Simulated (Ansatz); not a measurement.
## MgMn₂Fe₂P₄O₁₆: ⁵⁷Fe Mössbauer parameters

Cell: a Materials Project structure (computed, not necessarily an observed phase).

```
CELL_PARAMETERS angstrom
4.89104 0.00000 0.00000
-0.02337 6.04873 0.00000
-0.26593 -0.08845 10.23501
ATOMIC_POSITIONS crystal
Mg 0.00540 0.49395 0.00155
Mn 0.48511 0.76244 0.76683
Mn 0.94791 0.25551 0.70604
Fe 0.03406 0.75255 0.28850
Fe 0.52074 0.24218 0.23370
P 0.41918 0.25168 0.90341
P 0.91180 0.75174 0.59196
P 0.07663 0.25286 0.40303
P 0.59411 0.74192 0.10093
O 0.68735 0.73717 0.95766
O 0.73324 0.27578 0.89222
O 0.30179 0.04860 0.82796
O 0.25913 0.45528 0.84081
O 0.76312 0.55977 0.66934
O 0.77580 0.95262 0.66534
O 0.21799 0.74445 0.61087
O 0.17043 0.25420 0.54746
O 0.82682 0.74698 0.44631
O 0.76770 0.25277 0.38974
O 0.20581 0.04626 0.32932
O 0.21004 0.45473 0.32901
O 0.75807 0.53912 0.16318
O 0.72332 0.93609 0.18049
O 0.27977 0.72307 0.11353
O 0.32393 0.25787 0.04705
```

Sites (sets of like atoms) are named by element and the number of their first atom in this list.

Computed with Ansatz: DFT, PBE, plane waves and PAW, scalar-relativistic, collinear spin, 420 eV cutoff, Γ-centred 7×6×4 k-points, Fermi–Dirac smearing 0.05 eV. Start moments as typed (μB): 5 on each Mn, 5 on each Fe, none on the rest. The program fits them to the shells of the files, so those used differ somewhat.

Isomer shifts (against α-Fe) follow from the electron density at the nucleus, δ = α(ρ − ρ₀), with α = -0.366 mm s⁻¹ a₀³ and ρ₀ = 14904.00 a₀⁻³ from a line fitted to 10 measured compounds at this level of theory (rms miss 0.11 mm/s). ΔE_Q = ½eQV_zz(1 + η²/3)^½ with Q = 0.160 b for the 14.4 keV state. B_c is the Fermi-contact field along the atom's own moment; orbital and dipolar fields are not included.

Q: What would the ⁵⁷Fe spectrum's parameters be?

A: 

```
site  atoms         first shell  ρ − ρ₀ (a₀⁻³)  δ (mm/s)  ΔE_Q (mm/s)     η  |m| (μB)  B_c (T)
 Fe4      4  6 O at 1.93–2.24 Å          -2.42      0.88        -0.72  0.87      3.60    -29.4
 Fe5      5  6 O at 1.98–2.27 Å          -2.94      1.07         1.06  0.74      3.54    -28.8
```



The largest force is 1.3 eV/Å, so the atoms aren't at the calculated equilibrium and relaxing them would move these values. The moments were started parallel, and the run ended with some of them reversed. Runs of this kind can end above the lowest electronic state. The run finds no gap above 0.1 eV (a metal, or nearly one), so the gradients can move by 10 % or more with the k-mesh. Semilocal functionals can leave a metal where correlation in the d or f shell opens a gap in the real compound, and that would change the values at and beside Fe and Mn. With these PAW files V_zz is typically within 2 to 3 % of all-electron values, but misses above 10 % occur on Fe. The run lost the sense of its start on Fe, where the moments end reversed; a state with other moments may lie lower. The magnetic order is the one that the run reached from its start moments, not necessarily the measured one; the program found signs of a lower order. Semilocal functionals underestimate the core's spin polarisation, so contact fields of ionic iron come out too small in magnitude.
